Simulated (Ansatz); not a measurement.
The elements of this relaxed trial crystal are hidden behind letters.

```
lattice vectors (Å)
   3.6437    0.0000    0.0000
   0.0000    3.6437    0.0000
   0.0000    0.0000    4.8519
fractional positions
X 0.0000 0.0000 0.0000
Z 0.5000 0.5000 0.2925
Z 0.5000 0.5000 0.7075
```

The calculation used DFT PBE, scalar-relativistic, plane waves, PAW in Ansatz 0.2.0. Settings of the last relaxation (3-atom cell): 420 eV, 14×14×10 k points, Gaussian smearing of 0.10 eV, no spin polarisation.

- Space group: P4/mmm (No. 123)
- Conventional cell: a = 3.644 Å, c = 4.852 Å
- Volume per atom: 21.47 Å³
- Density: 3.45 g/cm³
- Energy over the elements: +0.03 eV/atom
- Gap on the 14×14×10 mesh of the 3-atom cell: 0 eV (a metal)

Energies are uncorrected and count from the elements' standard states at the same level.

Question: X is a p-block element of period 4 and Z is a p-block element of period 3. Which elements are they?

Answer: X = Ga, Z = S, so the formula is GaS2. Density times volume gives a mean mass of 3.45 × 21.47/1.6605 = 44.6 u per atom, and this set has 44.6 u. Around Ga lie 8 S at 2.94 Å; S has 1 S at 2.01 Å, 1 S at 2.84 Å and 4 Ga at 2.94 Å. Other sets within the hints have nearly the same mass, so mass alone doesn't settle it; this one was computed.

An odd number of electrons in the primitive cell allows no gap without spin; a larger cell or a magnetic state could open one. Symmetry constrained the relaxation, so the result can be a saddle point. Another cell of GaS2 relaxed alike, in P-3m1, lies 184 meV/atom lower, so this cell isn't the stable form at this level.
